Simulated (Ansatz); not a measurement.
# Sensitivity of the gradients in Si with phosphorus replacing Si to the input

Cell: a supercell of Si (diamond type, Fd-3m) built from an entry of the Crystallography Open Database (COD) (the entry's cell lengths or inner coordinates differ somewhat from later room-temperature determinations), with all atoms left at the host's positions.

Space group F-43m (No. 216); a = 16.2814 Å.

| site | Wyckoff | site symmetry | x | y | z |
| --- | --- | --- | --- | --- | --- |
| P | 4d | -43m | 0.2500 | 0.7500 | 0.2500 |
| Si2 | 48h | ..m | 0.4167 | 0.7500 | 0.4167 |
| Si5 | 16e | .3m | 0.5833 | 0.5833 | 0.4167 |
| Si9 | 16e | .3m | 0.9167 | 0.4167 | 0.5833 |
| Si15 | 24g | 2.mm | 0.7500 | 0.4167 | 0.7500 |
| Si28 | 16e | .3m | 0.1667 | 0.8333 | 0.1667 |
| Si30 | 24f | 2.mm | 0.5000 | 0.8333 | 0.5000 |
| Si32 | 48h | ..m | 0.5000 | 0.6667 | 0.3333 |
| Si41 | 4b | -43m | 0.5000 | 0.5000 | 0.5000 |
| Si45 | 16e | .3m | 0.8333 | 0.3333 | 0.6667 |

One atom of each set is listed; the run and its k-mesh use a cell of 54 atoms with edges of 11.51, 11.51, 11.51 Å.

Reference run. Level of theory: DFT, PBE, plane waves and PAW, scalar-relativistic, 420 eV cutoff, Γ-centred 2×2×2 k-points, Fermi–Dirac smearing 0.01 eV, cell charge +1 (Ansatz 0.2.0).

Question: The input is changed as follows: `scf.occupations`: {method: fermi_dirac, width: 0.01} → {method: methfessel_paxton, width: 5.0}; `scf.max_iter`: not typed → 100. What happens to V_zz (10²¹ V/m²) and η?

Answer: 

```json
{"site": "P", "V_zz reference": "0.00", "η reference": "–", "V_zz changed": "0.00", "η changed": "–"}
{"site": "Si2", "V_zz reference": "0.73", "η reference": "0.29", "V_zz changed": "0.070", "η changed": "0.63"}
{"site": "Si5", "V_zz reference": "-0.16", "η reference": "0.00", "V_zz changed": "<0.005", "η changed": "–"}
{"site": "Si9", "V_zz reference": "-0.17", "η reference": "0.00", "V_zz changed": "<0.005", "η changed": "–"}
{"site": "Si15", "V_zz reference": "-0.078", "η reference": "0.72", "V_zz changed": "<0.005", "η changed": "–"}
{"site": "Si28", "V_zz reference": "5.01", "η reference": "0.00", "V_zz changed": "1.93", "η changed": "0.00"}
{"site": "Si30", "V_zz reference": "0.50", "η reference": "0.81", "V_zz changed": "0.029", "η changed": "0.04"}
{"site": "Si32", "V_zz reference": "-0.21", "η reference": "0.74", "V_zz changed": "<0.005", "η changed": "–"}
{"site": "Si45", "V_zz reference": "0.064", "η reference": "0.00", "V_zz changed": "<0.005", "η changed": "–"}
```

The largest change of V_zz is on Si28, from 5.01 to 1.93. In per cent, |V_zz| changes by -90 to -61 on Si (all sites that start above 0.5). Other sites without a gradient aren't listed. SCF iterations: 7 and 8. The changed input holds a smearing of electronvolts, so its numbers aren't properties of the crystal.

On the reference run: The defect repeats with the cell of 54 atoms, so it feels its images: sites between two images don't show the values beside a lone defect, and zeros or small values of η there can come from the images' arrangement. A uniform background compensates the cell's charge. With a gap of 0.4 eV on this mesh, small gradients can still move by 0.1 × 10²¹ V/m² or more as the k-mesh gets denser. The neighbours have not yet relaxed around the defect (largest force 0.29 eV/Å), so a real crystal will differ.
